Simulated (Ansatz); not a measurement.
ZnS (wurtzite)

Space group P6₃mc (No. 186); a = 3.845 Å, b = 3.845 Å, c = 6.306 Å, α = 90.00°, β = 90.00°, γ = 120.00°

| atom | site | symmetry | x | y | z |
|---|---|---|---|---|---|
| Zn | 2b | 3m. | 0.3333 | 0.6667 | 0.4999 |
| S | 2b | 3m. | 0.3333 | 0.6667 | 0.1253 |

E(V) scan at fixed shape, V₀ the volume above. The atoms relax within the cell's symmetry.

The numbers are results of PBE (plane waves to 420 eV, PAW, scalar-relativistic; Ansatz, an electronic-structure program), not measurements. k mesh 10×10×5 (Γ-centred), Fermi-Dirac smearing 0.05 eV. Energies are smeared free energies. Stress and pressure are positive under compression. With the shape held, the modulus is that of even scaling; a crystal free to change shape is softer. ZnS was relaxed with its symmetry unable to fall. The zero of ΔE is the relaxed starting cell.

The scan covers V/V₀ from 0.900 to 1.100 in 11 points.

What is the fitted pressure derivative B₀′?

4.4.

What bulk modulus at fixed cell shape B₀ follows from a third-order Birch-Murnaghan fit?

69.1 GPa.

(Under strain, the slope of the energy per volume gives the stress and its curvature an elastic modulus.)
